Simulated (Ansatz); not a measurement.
**Au₂S₃: computed properties**

All numbers below come from DFT PBE+D3(BJ), scalar-relativistic, plane waves, PAW (Ansatz).

Settings: cutoff 420 eV, Γ-centred mesh 12×12×6 on the computed 5-atom cell, Gaussian smearing of 0.10 eV; no spin polarisation.

The structure is relaxed at this level of theory with its symmetry kept, and needn't be the ground state of this composition.

Space group P-3m1 (No. 164), trigonal, a = 3.674 Å, c = 8.011 Å. S on a site of symmetry -3m has 6 Au at 2.63 Å; S on a site of symmetry 3m has 3 Au at 2.45 Å; Au has 3 S at 2.45 Å and 3 S at 2.63 Å.

```json
{"Volume per atom": "18.73 Å³", "Kohn–Sham band gap": "none (metal)", "Density of states at the Fermi level": "2.5 states/eV per cell", "Orbital (Löwdin) character within 0.5 eV of the Fermi level": "S 3p 70 %, Au 5d 23 %", "Bader charge by site (e)": "S (1 in the cell) -0.27, S (2 in the cell) -0.22, Au (2 in the cell) 0.35"}
```

Spin-orbit coupling is left out, which matters for the bands of heavy elements.

The cell was found from a structure generator's guess, not taken from experiment. Löwdin shares on free-atom orbitals overweight diffuse shells.
